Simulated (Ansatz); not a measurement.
Here is an unrelaxed guess for MgSnO4.

```yaml
crystal:
  lattice:
    - [4.45129, 0.00000, 0.00000]
    - [-2.22565, 3.85493, 0.00000]
    - [0.00000, 0.00000, 4.80641]
  atoms:
    - { symbol: Mg, position: [0.00000, 0.00000, 0.00000] }
    - { symbol: Sn, position: [0.00000, 0.00000, 0.50000] }
    - { symbol: O, position: [0.33333, 0.66667, 0.50000] }
    - { symbol: O, position: [0.66667, 0.33333, 0.50000] }
    - { symbol: O, position: [0.33333, 0.66667, 0.00000] }
    - { symbol: O, position: [0.66667, 0.33333, 0.00000] }
```

Method: Ansatz, DFT PBE, scalar-relativistic, plane waves, PAW. Settings: cutoff 420 eV, Γ-centred mesh 6×6×4 on the computed 6-atom cell, Gaussian smearing of 0.10 eV; no spin polarisation.

Formation energies are uncorrected and refer to the elements' standard structures at the same level (O₂ as a molecule). The references include grey tin.

Question: How far from equilibrium is it?

Answer: The pressure is -6.1 GPa (the mean over three directions, positive in compression), the largest force is 0.00 eV/Å (symmetry fixes the atoms), and the energy is +0.67 eV/atom against the elements. The shortest distance is 2.40 Å.

Question: How much does it gain on relaxing, and where does it end?

Answer: Relaxing gains about 1.1 eV/atom (the start's value is from the coarse mesh, so the gain is rough) in 52 ionic steps and ends at −0.40 eV/atom on the finer mesh. The symmetry stays P6/mmm (No. 191). The volume per atom grows by 56.4 %, from 13.7 to 21.5 Å³. The shortest distance goes from 2.40 Å (Mg–Sn and O–O) to 2.20 Å (Mg–O, Sn–O and O–O). The ratio c/a of the conventional cell changes by a factor of 2.51. Conventional cell: a = 3.802 Å, c = 10.300 Å. Around Mg lie 6 O at 2.20 Å; Sn is surrounded by 6 O at 2.20 Å; O on its first site is surrounded by 3 Sn at 2.20 Å and 3 O at 2.20 Å; 1 more site not described.

The last run used a 12×12×4 mesh (in the run's order of axes) for its 6-atom cell and Gaussian smearing of 0.10 eV. Weakly bound directions are ill-defined at this level, which has no dispersion term. The relaxation can't lower the symmetry of the start. Symmetry constrained the relaxation, so the result can be a saddle point. Another cell of MgSnO4 relaxed alike, in Cmmm, lies 0.85 eV/atom lower, so this cell isn't the stable form at this level.
